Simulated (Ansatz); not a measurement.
Calculated ¹⁷O NMR of the central transition for K2S2NO7

Cell: a structure deposited in the COD whose atoms were relaxed with PBE, the cell held.

Space group P-1 (No. 2); a = 7.1400, b = 7.1600, c = 7.4500 Å, α = 82.00°, β = 67.00°, γ = 75.00°.

| site | Wyckoff | site symmetry | x | y | z |
| --- | --- | --- | --- | --- | --- |
| K1 | 2i | 1 | 0.1622 | 0.3116 | 0.3484 |
| K3 | 2i | 1 | 0.2701 | 0.8097 | 0.9277 |
| S5 | 2i | 1 | 0.2605 | 0.3662 | 0.8332 |
| S7 | 2i | 1 | 0.7210 | 0.1740 | 0.6197 |
| N | 2i | 1 | 0.4858 | 0.3404 | 0.6053 |
| O11 | 2i | 1 | 0.1792 | 0.1923 | 0.8653 |
| O13 | 2i | 1 | 0.1264 | 0.5411 | 0.7872 |
| O15 | 2i | 1 | 0.8279 | 0.2958 | 0.6702 |
| O17 | 2i | 1 | 0.4564 | 0.3600 | 0.4475 |
| O19 | 2i | 1 | 0.8244 | 0.0952 | 0.4262 |
| O21 | 2i | 1 | 0.6380 | 0.0364 | 0.7784 |
| O23 | 2i | 1 | 0.3541 | 0.3917 | 0.9687 |

One atom of each set is listed.

Method: Kohn–Sham DFT in Ansatz, r2SCAN, plane waves and PAW, scalar-relativistic, 500 eV cutoff, Γ-centred 5×5×5 k-points, Fermi–Dirac smearing 0.05 eV.

¹⁷O has I = 5/2 and Q = -25.58 mb (Pyykkö 2018); at 11.7 T its Larmor frequency is ν₀ = 67.6 MHz. Only the quadrupole interaction is simulated: positions count from each site's isotropic chemical shift, and J coupling is left out, as are shift anisotropy and dipolar coupling, which fast spinning averages.

Simulated pattern of one O site (fast magic-angle spinning, Gaussian broadening 1 kHz):

| offset (kHz) | height |
| --- | --- |
| -37.45 | 0 |
| -35.74 | 4 |
| -34.03 | 9 |
| -32.33 | 17 |
| -30.62 | 20 |
| -28.91 | 22 |
| -27.20 | 23 |
| -25.50 | 25 |
| -23.79 | 28 |
| -22.08 | 31 |
| -20.38 | 46 |
| -18.67 | 100 |
| -16.96 | 88 |
| -15.26 | 93 |
| -13.55 | 69 |
| -11.84 | 55 |
| -10.14 | 47 |
| -8.43 | 42 |
| -6.72 | 38 |
| -5.02 | 35 |
| -3.31 | 33 |
| -1.60 | 30 |
| 0.10 | 10 |
| 1.81 | 0 |

(1) Which |C_Q| and η does the pattern imply?

Answers

(1) The pattern spans 35.6 kHz before broadening and its centre of gravity is at -15.7 kHz, which fixes P_Q; the places of the horns and steps fix η. That gives P_Q = 13.3 MHz, |C_Q| = 12.0 MHz and η = 0.81, the values that the calculation gives site O17 (1 N at 1.26 Å; also 2 K at 2.60–2.92 Å). The other sites have |C_Q| = 8.08, 7.85, 8.19, 7.83, 8.02, 8.17 MHz. The sign of C_Q can't be read from the pattern.

The largest force is 0.8 eV/Å, so the atoms aren't at the calculated equilibrium and relaxing them would move these values. The database positions were far from equilibrium, so the relaxed structure may not be the compound's real one.
